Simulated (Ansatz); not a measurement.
Static calculation, HgTe

System: HgTe (zinc blende type), 2 atoms in the cell.

Ansatz input (lattice in Å, positions in fractions of it; a bare `kind: paw` takes the build's default datasets)
```yaml
crystal:
  lattice:
    - [0, 3.33, 3.33]
    - [3.33, 0, 3.33]
    - [3.33, 3.33, 0]
  atoms:
    - { symbol: Hg, position: [0, 0, 0] }
    - { symbol: Te, position: [0.25, 0.25, 0.25] }
kpoints:
  mp_grid: { grid: [6, 6, 6] }
hamiltonian:
  xc: pbe
  pseudopotentials:
    kind: paw
    azcp:
      Hg: "pseudopotentials/pbe/paw/ansatz_paw_generated_hard_1/Hg.paw.azcp"
      Te: "pseudopotentials/pbe/paw/ansatz_paw_generated_hard_1/Te.paw.azcp"
scf:
  occupations: { method: fermi_dirac, width: 0.02 }
  convergence: { dr2_threshold: "1e-10 eV" }
  max_iter: 300
output:
  forces: true
  stress: true
  eigenvalues: true
```

These are results of PBE, plane waves, PAW datasets (generated hard set) (Ansatz 0.2.0 development build), not measurements.

Output, in brief

```json
{
  "Plane-wave cutoff used": "700 eV",
  "Pressure": "-0.09 GPa",
  "Smearing term TS": "0.2 meV/atom",
  "Valence electrons": "50",
  "Irreducible k-points": "16",
  "CPU time": "about 10 core-seconds on a shared host"
}
```

Stress tensor in GPa, compression positive:
```
-0.09  0.00  0.00
 0.00 -0.09  0.00
 0.00  0.00 -0.09
```

The stress includes the program's correction for the finite plane-wave basis.

The k-mesh is modest, so these values aren't fully converged in k.
